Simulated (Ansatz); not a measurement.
A relaxation computed with Ansatz, from input to last step.

```yaml
crystal:
  lattice:
    - [4.8270072419, 0.0, 0.0]
    - [-2.4135036209, 4.1803108957, 0.0]
    - [0.0, 0.0, 6.6201424867]
  atoms:
    - { symbol: Ta, position: [0.5, 0.0, 0.5] }
    - { symbol: Ta, position: [0.5, 0.5, 0.8333333333] }
    - { symbol: Ta, position: [0.0, 0.5, 0.1666666667] }
    - { symbol: Si, position: [0.1583094661, 0.3166189323, 0.5] }
    - { symbol: Si, position: [0.8416905339, 0.1583094661, 0.8333333333] }
    - { symbol: Si, position: [0.6833810677, 0.8416905339, 0.1666666667] }
    - { symbol: Si, position: [0.8416905339, 0.6833810677, 0.5] }
    - { symbol: Si, position: [0.1583094661, 0.8416905339, 0.8333333333] }
    - { symbol: Si, position: [0.3166189323, 0.1583094661, 0.1666666667] }
basis:
  ecutwfc: 500
kpoints:
  mp_grid: { grid: [12, 12, 6] }
hamiltonian:
  xc: r2scan
scf:
  occupations: { method: gaussian, width: 0.1 }
output:
  forces: true
  stress: true
  eigenvalues: true
relax:
  adjacent_minimum: "off"
  f_tol: 0.01
  max_steps: 30
  cell: { stress_tol: 0.1, fix: [volume] }
```

```bash
ansatz run input.yaml --threads 2 --pin off --max-ram 5120MiB --backend cpu --events-out ev --progress --plain --runs-dir out
```

These are results of Ansatz 0.2.0, DFT r2SCAN, scalar-relativistic, plane waves, PAW, not measurements.

The volume is held at 1.03 times that of the relaxed cell.

Of 4 frames 3 are shown, positions in Å and forces in eV/Å; the SCF threshold varies from step to step. Steps run on the plane waves of an earlier cell, with a Pulay correction in the pressure. The basis is chosen afresh for the last frame, the zero of the energies, and at times for earlier ones too; energy and pressure step there, also at an unchanged geometry.

```xyz
9
Lattice="4.8270 0.0000 0.0000 -2.4135 4.1803 0.0000 0.0000 0.0000 6.6201" Properties=species:S:1:pos:R:3:forces:R:3 pbc="T T T" step=1 free_energy_over_end_meV_per_atom=0.14 pressure_GPa=-5.49
Ta    2.4135    0.0000    3.3101    0.0000    0.0000    0.0000
Ta    1.2068    2.0902    5.5168    0.0000    0.0000    0.0000
Ta   -1.2068    2.0902    1.1034    0.0000    0.0000    0.0000
Si    0.0000    1.3236    3.3101    0.0000   -0.0030    0.0000
Si    3.6808    0.6618    5.5168    0.0026   -0.0015    0.0000
Si    1.2673    3.5185    1.1034    0.0026    0.0015    0.0000
Si    2.4135    2.8567    3.3101    0.0000    0.0030    0.0000
Si   -1.2673    3.5185    5.5168   -0.0026    0.0015    0.0000
Si    1.1462    0.6618    1.1034   -0.0026   -0.0015    0.0000
9
Lattice="4.8356 0.0000 0.0000 -2.4178 4.1878 0.0000 0.0000 0.0000 6.5966" Properties=species:S:1:pos:R:3:forces:R:3 pbc="T T T" step=2 free_energy_over_end_meV_per_atom=0.02 pressure_GPa=-5.34
Ta    2.4178    0.0000    3.2983    0.0000    0.0000    0.0000
Ta    1.2089    2.0939    5.4972    0.0000    0.0000    0.0000
Ta   -1.2089    2.0939    1.0994    0.0000    0.0000    0.0000
Si    0.0000    1.3249    3.2983    0.0000   -0.0064    0.0000
Si    3.6883    0.6624    5.4972    0.0055   -0.0032    0.0000
Si    1.2704    3.5253    1.0994    0.0055    0.0032    0.0000
Si    2.4178    2.8629    3.2983    0.0000    0.0064    0.0000
Si   -1.2704    3.5253    5.4972   -0.0055    0.0032    0.0000
Si    1.1474    0.6624    1.0994   -0.0055   -0.0032    0.0000
9
Lattice="4.8331 0.0000 0.0000 -2.4166 4.1856 0.0000 0.0000 0.0000 6.6034" Properties=species:S:1:pos:R:3:forces:R:3 pbc="T T T" step=4 free_energy_over_end_meV_per_atom=0.00 pressure_GPa=-5.39
Ta    2.4166    0.0000    3.3017    0.0000    0.0000    0.0000
Ta    1.2083    2.0928    5.5029    0.0000    0.0000    0.0000
Ta   -1.2083    2.0928    1.1006    0.0000    0.0000    0.0000
Si    0.0000    1.3241    3.3017    0.0000   -0.0011    0.0000
Si    3.6864    0.6621    5.5029    0.0010   -0.0006    0.0000
Si    1.2698    3.5235    1.1006    0.0010    0.0006    0.0000
Si    2.4166    2.8615    3.3017    0.0000    0.0011    0.0000
Si   -1.2698    3.5235    5.5029   -0.0010    0.0006    0.0000
Si    1.1467    0.6621    1.1006   -0.0010   -0.0006    0.0000
```

It took 4.8 min on 2 threads of Intel(R) Xeon(R) Processor @ 2.50GHz (Skylake/Cascade Lake), with other jobs on the host, peak memory 0.89 GiB.

Spin–orbit coupling is left out, which can shift energies with elements as heavy as these.